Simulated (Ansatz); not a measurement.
Ansatz (a program for electronic structure) input:

Ansatz 0.2 input:
```yaml
crystal:
  lattice:
    - [0.0, 4.2852856406, 4.2852856406]
    - [4.2852856406, 0.0, 4.2852856406]
    - [4.2852856406, 4.2852856406, 0.0]
  atoms:
    - { symbol: Rb, position: [0.75, 0.75, 0.75] }
    - { symbol: Rb, position: [0.25, 0.25, 0.25] }
    - { symbol: Na, position: [0.5, 0.5, 0.5] }
    - { symbol: Sc, position: [0.0, 0.0, 0.0] }
    - { symbol: F, position: [0.764700111, 0.235299889, 0.235299889] }
    - { symbol: F, position: [0.235299889, 0.764700111, 0.764700111] }
    - { symbol: F, position: [0.235299889, 0.764700111, 0.235299889] }
    - { symbol: F, position: [0.764700111, 0.235299889, 0.764700111] }
    - { symbol: F, position: [0.235299889, 0.235299889, 0.764700111] }
    - { symbol: F, position: [0.764700111, 0.764700111, 0.235299889] }
kpoints:
  mp_grid: { grid: [4, 4, 4] }
hamiltonian:
  xc: hse06
  pseudopotentials: { kind: paw }
scf:
  n_extra_bands: 10
  occupations: { method: fixed }
output:
  eigenvalues: true
  eigenstates:
    e_range: [-9.0, 19.7]
    kpoints:
      - [0.0, 0.0, 0.0]  # VBM
      - [0.0, 0.0, 0.0]  # CBM
      - [0.0, 0.0, 0.0]  # GAMMA
      - [0.5, 0.0, 0.5]  # X
      - [0.5, 0.5, 0.5]  # L
      - [0.5, 0.25, 0.75]  # W
      - [0.375, 0.375, 0.75]  # K
      - [0.625, 0.25, 0.625]  # U
```

Output (shortened):

```
Pseudopotential: Rb, paw, valence charge 9
Pseudopotential: Na, paw, valence charge 9
Pseudopotential: Sc, paw, valence charge 11
Pseudopotential: F, paw, valence charge 7
Functional definition: HSE06
davidson cushion auto → on  (no smearing: the cushion is to keep the highest requested band from converging to the state above it …
Crystal: 10 atoms, lattice volume = 157.387 Å³
Basis set: ecut = 420 eV, 3119 PW (Γ)
Bands: 50, of which v1, the nominal top of the filled ones, is band 40 counted from 1 (39 counted from 0)
Symmetry: 48 space group operations
Space group: Fm-3m (ITA 225), of the structure as read, at distance tolerance 5.4e-5 Å
k-points: 8 of 64
SCF iter   1: F=—  HF=-15023.524290 eV  |F-HF|=—  |Δ(HF+E_count)|=         —  Δρ=9.71e-4  dr2=1.33e-3  ethr=1.77e-3  ⟨swp⟩=2.0  Hψ=2658  notcnv=0
preconditioner: auto → none
iter 2 solved again at ethr=9.41e-8 eV; its pass at ethr=1.66e-6 eV (dr2=7.53e-5 eV) is discarded
SCF iter   2: F=-15023.524762 eV  HF=-15023.524591 eV  |F-HF|=1.71e-4  |Δ(HF+E_count)|=   3.01e-4  Δρ=3.02e-4  dr2=7.51e-5  ethr=9.41e-8  ⟨swp⟩=2.6  Hψ=2201  notcnv=0
SCF 1 stopped early in 2 iterations: F = -15023.524762 eV  dr2 = 7.51e-5
Crystal: 10 atoms, lattice volume = 157.387 Å³
Exchange kernel: α = 0.2500, screened, ω = 0.2079 Å⁻¹, Wigner–Seitz truncation, v(0) = 1046.6748 eV·Å³, q-mesh 4×4×4, nearest image of the exchange supercell L …
Frozen-core exchange: fock
SCF iter   1: F=—  HF=-15028.282481 eV  |F-HF|=—  |Δ(HF+E_count)|=         —  Δρ=1.15e-2  dr2=2.98e-1  ethr=9.38e-7  ⟨swp⟩=8.6  Hψ=2194  notcnv=0
preconditioner: auto → none
SCF iter   2: F=—  HF=-15028.198164 eV  |F-HF|=—  |Δ(HF+E_count)|=   8.43e-2  Δρ=8.09e-3  dr2=4.47e-2  ethr=9.38e-7  ⟨swp⟩=7.0  Hψ=1916  notcnv=0
SCF iter   3: F=—  HF=-15028.207577 eV  |F-HF|=—  |Δ(HF+E_count)|=   9.41e-3  Δρ=2.68e-3  dr2=5.75e-3  ethr=9.38e-7  ⟨swp⟩=5.0  Hψ=1539  notcnv=0
SCF iter   4: F=—  HF=-15028.205638 eV  |F-HF|=—  |Δ(HF+E_count)|=   1.94e-3  Δρ=1.25e-3  dr2=1.43e-3  ethr=9.38e-7  ⟨swp⟩=4.0  Hψ=1153  notcnv=0
SCF iter   5: F=—  HF=-15028.205212 eV  |F-HF|=—  |Δ(HF+E_count)|=   4.26e-4  Δρ=1.12e-4  dr2=3.00e-4  ethr=9.38e-7  ⟨swp⟩=3.2  Hψ=984  notcnv=0
SCF iter   6: F=—  HF=-15028.207688 eV  |F-HF|=—  |Δ(HF+E_count)|=   2.48e-3  Δρ=8.63e-4  dr2=8.46e-4  ethr=1.17e-8  ⟨swp⟩=5.0  Hψ=1664  notcnv=0
SCF iter   7: F=-15028.207417 eV  HF=-15028.207418 eV  |F-HF|=2.13e-7  |Δ(HF+E_count)|=   2.70e-4  Δρ=1.86e-5  dr2=6.61e-6  ethr=1.17e-8  ⟨swp⟩=5.0  Hψ=1573  notcnv=0
SCF 2 stopped early in 7 iterations: F = -15028.207417 eV  dr2 = 6.61e-6
hybrid outer 1: dexx = +2.725e-2 eV, tail = 4.96e-5 eV
Crystal: 10 atoms, lattice volume = 157.387 Å³
Exchange kernel: α = 0.2500, screened, ω = 0.2079 Å⁻¹, Wigner–Seitz truncation, v(0) = 1046.6748 eV·Å³, q-mesh 4×4×4, nearest image of the exchange supercell L …
Frozen-core exchange: fock
SCF iter   1: F=—  HF=-15028.207573 eV  |F-HF|=—  |Δ(HF+E_count)|=         —  Δρ=1.03e-4  dr2=1.29e-5  ethr=3.10e-7  ⟨swp⟩=3.6  Hψ=1062  notcnv=0
preconditioner: auto → none
iter 2 solved again at ethr=1.39e-10 eV; its pass at ethr=1.56e-8 eV (dr2=1.11e-7 eV) is discarded
SCF iter   2: F=—  HF=-15028.207569 eV  |F-HF|=—  |Δ(HF+E_count)|=   4.04e-6  Δρ=1.84e-5  dr2=2.10e-7  ethr=1.39e-10  ⟨swp⟩=4.1  Hψ=2124  notcnv=0
SCF iter   3: F=—  HF=-15028.207570 eV  |F-HF|=—  |Δ(HF+E_count)|=   9.19e-7  Δρ=1.18e-5  dr2=1.41e-7  ethr=1.39e-10  ⟨swp⟩=4.8  Hψ=1403  notcnv=0
SCF iter   4: F=-15028.207570 eV  HF=-15028.207570 eV  |F-HF|=4.00e-11  |Δ(HF+E_count)|=   3.90e-8  Δρ=1.05e-6  dr2=7.69e-10  ethr=1.39e-10  ⟨swp⟩=3.1  Hψ=1101  notcnv=0
SCF 3 converged in 4 iterations: F = -15028.207570 eV  dr2 = 7.69e-10
hybrid outer 2: dexx = +1.022e-6 eV, tail = 2.47e-8 eV, Δε = 2.04e-3 eV (about 4.70e-5 eV left of the loop's levels)
the search or the solves at the SCF's close seem to have found levels that the self-consistency loop had missed (the run counts 2) …
NSCF: frozen V_eff on 8 k-points
hybrid SCF converged: 2 outer / 11 inner (+2 warm-up), last move |dexx| = 1.02e-6 eV, tail = 2.47e-8 eV
Stability not checked (fock_operator)
Free energy (F): -15028.207570 eV
Frozen-core exchange: fock
Harris-Foulkes:  -15028.207570 eV  (|F-HF|=4.00e-11)
Internal energy: -15028.207570 eV  (E = F + TS)
E sigma→0 (E₀):  -15028.207570 eV
Fermi energy:    0.462661 eV
--- Per-component energies (eV) ---
  E_band       = -886.527643
  E_kinetic    = 2027.389743
  E_local      = -6939.724227  (includes V_loc(G=0)·N_el)
  E_nonlocal   = 967.704050
  E_hartree    = 2473.410697
  E_xc         = -714.250265
  E_vxc        = -856.333241  (∫ρ·V_xc dr)
  E_exx        = -277.629576  (= α·E_x^exact, valence–valence)
  E_paw        = -7561.009611  (= ΣΔE_a)
  E_vpaw       = -477.141363  (= ΣTr[D̂ρ^β])
  E_aug_tail   = 0.012462  (compensation charges beyond the density's cutoff)
  E_ewald      = -5002.994951
  E_core_change = -1.115893  (= ΣΔE_core)
  E_smearing   =  0.000000  (= −TS)
  E_closure    =  0.000000  (closes the sum)
  Σ components = -15028.207570   (vs F -15028.207570, Δ=1.82e-12)
  [band-id]    e_kinetic+e_local+e_nonlocal+2·e_hartree+e_vxc+2·e_exx+e_vpaw+e_augmentation_tail = -886.530333   (vs E_band -886.527643, Δ=-2.69e-3)
--- Band table (eV; the first three rows and the last of 8) ---
  k-point 0: bands = ["-49.2072", "-48.1028", "-25.5065", "-25.5065", "-25.5065", "-22.9479", "-22.8529", "-20.6044", "-20.4140", "-20.4140", "-20.1530", "-20.1530", "-20.1530", "-19.2086", "-19.2086", "-19.2086", "-6.1542", "-6.1542", "-6.1542", "-5.8667", …
  k-point 1: bands = ["-49.2072", "-48.1028", "-25.5087", "-25.5060", "-25.5060", "-22.9249", "-22.8599", "-20.6520", "-20.4998", "-20.4998", "-20.0947", "-20.0377", "-20.0377", "-19.2481", "-19.2393", "-19.2393", "-6.0845", "-6.0845", "-6.0067", "-5.8785", …
  k-point 2: bands = ["-49.2072", "-48.1028", "-25.5108", "-25.5055", "-25.5055", "-22.8886", "-22.8799", "-20.6942", "-20.5564", "-20.5564", "-20.0381", "-19.9468", "-19.9468", "-19.2915", "-19.2746", "-19.2746", "-5.9637", "-5.9637", "-5.9404", "-5.9404", …
  k-point 7: bands = ["-49.2072", "-48.1028", "-25.5087", "-25.5087", "-25.5067", "-22.8784", "-22.8784", "-20.6592", "-20.4834", "-20.4784", "-20.1493", "-20.1493", "-19.9787", "-19.2803", "-19.2082", "-19.2082", "-5.9535", "-5.9276", "-5.8951", "-5.8951", …
```

Cost: very roughly 9 core-minutes on shared cores.

The points marked VBM and CBM come from a semilocal run.

The workflow started from a Materials Project entry (that database holds measured and hypothetical structures alike); the Crystallography Open Database copy checked does not list it. Its standing as an ambient phase is unchecked. Symmetry was held in the r²SCAN relaxation; its stability against distortions is not shown here. The run is not spin-polarised. Spin–orbit coupling is left out wherever it is not named.

Potentials: the later of the program's two PAW sets.

Ansatz is a plane-wave DFT program.
